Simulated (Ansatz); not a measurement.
Problem. Name crystals whose computed values (HSE06 in the plane-wave PAW code Ansatz) fall in these windows: B₀ by P(V) fit (GPa) 170 to 210; gap (eV) 3.0 to 3.8.

Solution. 

```json
[
 {"crystal": "CaTiO3, cubic perovskite", "B₀ by P(V) fit (GPa)": "199", "gap (eV)": "3.42"},
 {"crystal": "BaTiO3, cubic perovskite", "B₀ by P(V) fit (GPa)": "186", "gap (eV)": "3.25"},
 {"crystal": "SrTiO3, cubic perovskite", "B₀ by P(V) fit (GPa)": "193", "gap (eV)": "3.36"},
 {"crystal": "GaN, P6_3mc (Ga on 2a, Ga on 2b, N on 2a, N on 2b)", "B₀ by P(V) fit (GPa)": "198", "gap (eV)": "3.10"}
]
```
Others may fit too.

Not the usual ambient phase: BaTiO3, cubic perovskite; GaN, P6_3mc (Ga on 2a, Ga on 2b, N on 2a, N on 2b). Standing as an ambient phase not checked: CaTiO3, cubic perovskite. All cells were relaxed under the symmetry of their starts (and spin orders); stability against distortions was not tested throughout. Rows with no word on spin ran without spin polarisation. Spin–orbit coupling is left out wherever it is not named.

Potentials: the later of the program's two PAW sets.
